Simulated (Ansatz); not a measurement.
Given:

ZrO2 (baddeleyite type, space group P2_1/c)

```
ZrO2
1.0
    5.18987     0.00000     0.00000
    0.00000     5.24188     0.00000
   -0.90466     0.00000     5.30184
Zr O
4 8
Cartesian
  1.24116   0.22954   1.11349
  3.49637   2.85048   1.53743
  3.04404   5.01234   4.18835
  0.78883   2.39140   3.76440
  0.02050   1.71042   1.85589
  4.71704   4.33136   0.79503
  4.26471   3.53145   3.44595
 -0.43183   0.91051   4.50680
  1.91044   3.96675   2.52112
  2.82710   1.34581   0.12980
  2.37477   1.27513   2.78072
  1.45810   3.89607   5.17203
```

E(V) scan at fixed shape, V₀ the volume above. The atoms relax within the cell's symmetry.

Computed with PBE (plane waves to 420 eV, PAW, scalar-relativistic; Ansatz, a program for electronic structure). k mesh 5×5×5 (Γ-centred), Fermi-Dirac smearing 0.05 eV. The energy includes the smearing's −TS. Stress and pressure are positive under compression. The relaxing atoms change the space group within the scan (C2/c at V/V₀ = 1.160), so nothing is fitted. ZrO2 is run without spin polarisation. ZrO2 was relaxed with its symmetry unable to fall. ΔE is measured from the relaxed starting cell.

The scan covers V/V₀ from 0.840 to 1.160 in 9 points.

**Question.** What pressure does the cell carry at V/V₀ = 0.840?

**Answer.** 39.7 GPa.

**Question.** What is ΔE at V/V₀ = 0.840?

**Answer.** 215.1 meV/atom.

**Question.** What is ΔE at V/V₀ = 1.160?

**Answer.** 97.2 meV/atom.

(A scan under strain: stresses follow from slopes of the energy per volume, elastic moduli from its curvatures.)
